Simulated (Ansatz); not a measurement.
An Ansatz (a first-principles code) relaxation of a generated cell, Ir placed in the AFLOW prototype A_cP8_198_2a (as in N2) at the level PBE (plane waves to 420 eV, PAW, scalar-relativistic; Ansatz).

Input of the first round:
Ansatz 0.2 input:
```yaml
crystal:
  lattice:
    - [4.8380972, 0, 0]
    - [0, 4.8380972, 0]
    - [0, 0, 4.8380972]
  atoms:
    - { symbol: Ir, position: [0.0699, 0.0699, 0.0699] }
    - { symbol: Ir, position: [0.5699, 0.4301, 0.9301] }
    - { symbol: Ir, position: [0.9301, 0.5699, 0.4301] }
    - { symbol: Ir, position: [0.4301, 0.9301, 0.5699] }
    - { symbol: Ir, position: [0.9622, 0.9622, 0.9622] }
    - { symbol: Ir, position: [0.4622, 0.5378, 0.0378] }
    - { symbol: Ir, position: [0.0378, 0.4622, 0.5378] }
    - { symbol: Ir, position: [0.5378, 0.0378, 0.4622] }
basis: { ecutwfc: 420, ecutrho_ratio: 4, xc_grid: 2, fft_grid_basis: typed }
kpoints: { mp_grid: { grid: [7, 7, 7] } }
hamiltonian:
  xc: pbe
  dispersion: none
  pseudopotentials: { kind: paw }
scf: { occupations: { method: fermi_dirac, width: 0.05 } }
relax: { f_tol: 0.01, max_steps: 100, cell: { stress_tol: 0.02 } }
output: { forces: true, stress: true }
```

The end of the output (long lines and the closing message left out):

```
Functional: x = pbe(κ = 0.804, μ = 0.2195149727645171), c = pbe(β = 0.06672455060314922)
SCF iter   1: F=—  HF=-123189.572246 eV  |F-HF|=—  |Δ(HF+E_count)|=         —  Δρ=8.64e0  dr2=4.41e4  ethr=1.77e-3  ⟨swp⟩=73.8  Hψ=63035  notcnv=19  defer=200
all-band conjugate gradients solve this SCF's bands
preconditioner: auto → Resta (q_TF=auto, 2.813 Å⁻¹)
SCF iter   2: F=—  HF=-98361.698710 eV  |F-HF|=—  |Δ(HF+E_count)|=    2.48e4  Δρ=4.16e0  dr2=8.10e3  ethr=1.77e-3  ⟨swp⟩=18.8  Hψ=23348  notcnv=0  defer=205
preconditioner: auto → LDOS
SCF iter   3: F=—  HF=-94036.255908 eV  |F-HF|=—  |Δ(HF+E_count)|=    4.33e3  Δρ=1.42e0  dr2=2.01e3  ethr=1.77e-3  ⟨swp⟩=18.5  Hψ=24313  notcnv=0  defer=88
SCF iter   4: F=—  HF=-93321.249383 eV  |F-HF|=—  |Δ(HF+E_count)|=    7.15e2  Δρ=3.17e-1  dr2=8.06e1  ethr=1.77e-3  ⟨swp⟩=12.5  Hψ=13753  notcnv=0  defer=131
SCF iter   5: F=—  HF=-93305.902306 eV  |F-HF|=—  |Δ(HF+E_count)|=    1.53e1  Δρ=9.48e-2  dr2=3.66e0  ethr=1.77e-3  ⟨swp⟩=7.4  Hψ=6227  notcnv=0  defer=132
SCF iter   6: F=—  HF=-93308.321012 eV  |F-HF|=—  |Δ(HF+E_count)|=    2.42e0  Δρ=1.37e-2  dr2=1.17e-1  ethr=1.77e-3  ⟨swp⟩=4.3  Hψ=3993  notcnv=0  defer=119
SCF iter   7: F=—  HF=-93308.351635 eV  |F-HF|=—  |Δ(HF+E_count)|=   3.06e-2  Δρ=3.64e-3  dr2=6.84e-3  ethr=8.64e-5  ⟨swp⟩=4.4  Hψ=3213  notcnv=0  defer=120
SCF iter   8: F=—  HF=-93308.352580 eV  |F-HF|=—  |Δ(HF+E_count)|=   9.45e-4  Δρ=5.97e-4  dr2=2.40e-4  ethr=5.03e-6  ⟨swp⟩=2.6  Hψ=2993  notcnv=0  defer=119
SCF iter   9: F=—  HF=-93308.352559 eV  |F-HF|=—  |Δ(HF+E_count)|=   2.12e-5  Δρ=1.07e-4  dr2=5.76e-6  ethr=1.77e-7  ⟨swp⟩=2.8  Hψ=3206  notcnv=0  defer=117
SCF iter  10: F=—  HF=-93308.352605 eV  |F-HF|=—  |Δ(HF+E_count)|=   4.61e-5  Δρ=8.53e-6  dr2=4.32e-8  ethr=7.35e-11  ⟨swp⟩=5.0  Hψ=8949  notcnv=0
SCF iter  11: F=-93308.352605 eV  HF=-93308.352605 eV  |F-HF|=8.88e-10  |Δ(HF+E_count)|=   3.93e-9  Δρ=1.68e-6  dr2=1.86e-9  ethr=3.17e-11  ⟨swp⟩=2.7  Hψ=6985  notcnv=0
```

Can the last geometry be taken as a relaxed structure?

The SCF loop settled, but the program refused the state: its check on the PAW one-centre occupations went over the threshold; here atoms lie far too close. The program's message (shortened): “refused after 11 iterations: one_centre_occupation = 3.35e0 (threshold 2.00e0); read on the Ir atom at site 3 (counted from 0). The loop had accepted its state.” The shortest distance in this cell is Ir–Ir 0.90 Å. No relaxed structure or energy should be taken from it.
